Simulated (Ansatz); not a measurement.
InPd (CsCl type, Pm-3m) under volume change, the program Ansatz at the PBE level (PAW), scaled uniformly.

```tsv
V (Å³/atom)	E − E(relaxed) (meV/atom)	P (GPa)
16.431	63.0	13.83
16.973	25.9	8.26
17.515	6.0	3.69
18.057	0.0	0.00
18.598	…	…
19.140	19.3	-5.36
19.682	…	…
```

Problem. Fill in the missing entries.

Solution. 
- 19.682, E − E(relaxed) (meV/atom): 40.9
- 19.682, P (GPa): -7.32
- 18.598, E − E(relaxed) (meV/atom): 5.2
- 18.598, P (GPa): -2.95

Problem. What does a third-order Birch–Murnaghan fit give for V₀, B₀ and B′?

Solution. V₀ = 18.06 Å³/atom, B₀ = 110 GPa, B′ = 6.0.

Symmetry was held in the PBE relaxation. No spin polarisation was allowed.

Potentials: the later of the program's two PAW sets.
